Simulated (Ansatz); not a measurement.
Here is the system:

MgI$_{2}$:
```
CELL_PARAMETERS angstrom
      4.16499     0.00000     0.00000
     -2.08250     3.60699     0.00000
      0.00000     0.00000     6.97065
ATOMIC_POSITIONS crystal
  Mg 0.00000 0.00000 0.00000
  I  0.33333 0.66667 0.23906
  I  0.66667 0.33333 0.76094
```

This is the r²SCAN+D4-relaxed structure. Cartesian axes are those of the cell as given.

Task: All from the program Ansatz at the r²SCAN+D4 level (PAW), unless another level is named. Predict the electron effective mass with spin–orbit coupling.

Result: 0.28, 0.66, 1.1 mₑ (principal values).

Task: Next, the band gap?

Result: 4.17 eV (indirect).

Task: Give the HSE06 gap on the r²SCAN+D4 cell.

Result: 4.51 eV.

Task: Give the conduction-band minimum.

Result: off the standard path, at k = (0.000, 0.474, 0.312).

Task: What about the valence-band maximum?

Result: at Γ.

Space group P-3m1 (CdI2 type). The r²SCAN+D4 relaxation kept the symmetry of its start; phonons on a q-mesh show no instability. Spin–orbit coupling is left out wherever it is not named.

Potentials: the later of the program's two PAW sets.
